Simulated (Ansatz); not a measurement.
Al:
```
CELL_PARAMETERS angstrom
      0.00000     1.99113     1.99113
      1.99113     0.00000     1.99113
      1.99113     1.99113     0.00000
ATOMIC_POSITIONS crystal
  Al 0.00000 0.00000 0.00000
```

Relaxed with PBE+D3(BJ). Special points in fractions of this cell's reciprocal vectors: Γ (0.000, 0.000, 0.000); X (0.500, 0.000, 0.500); U (0.625, 0.250, 0.625); K (0.375, 0.375, 0.750); L (0.500, 0.500, 0.500); W (0.500, 0.250, 0.750).

List the band energies nearest the Fermi level at these points for PBE+D3(BJ) in the plane-wave PAW code Ansatz.

In eV from the Fermi level; about four levels below and three above (degenerate sets whole), none deeper than 8.9 eV; … stands for higher levels left out; points with the same levels are listed once.

| k | below | above |
|---|---|---|
| Γ | – | … |
| X | -3.02 -1.61 | 5.24 … |
| U | -1.96 -1.44 -0.31 | … |
| L | -4.76 -4.43 | … |
| W | -0.89 -0.89 | 0.09 … |

Space group Fm-3m (fcc (Cu type)). The PBE+D3(BJ) relaxation kept the symmetry of its start. The pairwise dispersion correction was not fitted to metals.

Potentials: the later of the program's two PAW sets.
